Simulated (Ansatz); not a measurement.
SiO$_{2}$:
```
SiO2
1.0
    4.07117     0.00000     0.00000
    0.00000     5.02952     0.00000
    0.00000     0.00000     4.48259
Si O
4 8
Direct
  0.50000   0.34815   0.75000
  0.50000   0.65185   0.25000
  0.00000   0.15185   0.25000
  0.00000   0.84815   0.75000
  0.26884   0.61795   0.58039
  0.73116   0.38205   0.41961
  0.23116   0.88205   0.08039
  0.76884   0.11795   0.91961
  0.76884   0.88205   0.41961
  0.23116   0.11795   0.58039
  0.73116   0.61795   0.91961
  0.26884   0.38205   0.08039
```

Relaxed with r²SCAN. Special points in fractions of this cell's reciprocal vectors: Γ (0.000, 0.000, 0.000); X (0.500, 0.000, 0.000); S (0.500, 0.500, 0.000); Y (0.000, 0.500, 0.000); Z (0.000, 0.000, 0.500); U (0.500, 0.000, 0.500); R (0.500, 0.500, 0.500); T (0.000, 0.500, 0.500).

Problem. List the band energies nearest the valence-band maximum at these points for r²SCAN in the plane-wave PAW code Ansatz.

Solution. In eV from the valence-band maximum; about four levels below and three above (degenerate sets whole), none deeper than 8.9 eV; points with the same levels are listed once.

```tsv
k	below	above
Γ	-0.80 -0.40 -0.36 0.00	6.77 8.82 9.93
X	-0.56 -0.56 -0.40 -0.40	8.92 8.92 9.36 9.36
S	-1.21 -1.21 -0.51 -0.51	9.34 9.34 10.51 10.51
Y	-1.74 -1.74 -0.24 -0.24	8.68 8.68 11.03 11.03
Z	-0.77 -0.77 -0.49 -0.49	8.99 8.99 9.31 9.31
U	-0.81 -0.81 -0.81 -0.81	8.81 8.81 8.81 8.81
R	-1.04 -1.04 -1.04 -1.04	9.42 9.42 9.42 9.42
T	-0.79 -0.79 -0.79 -0.79	10.07 10.07 10.07 10.07
```

Space group Pbcn. The first step of the workflow began from a Materials Project structure, measured or hypothetical; the Crystallography Open Database copy checked does not list it. It is not the phase usual at ambient conditions (space group No. 92, 152, 154). The cell was relaxed with r²SCAN under the symmetry of its start; of distortions, only those at the zone centre were tested.

Potentials: the earlier of the program's two PAW sets.
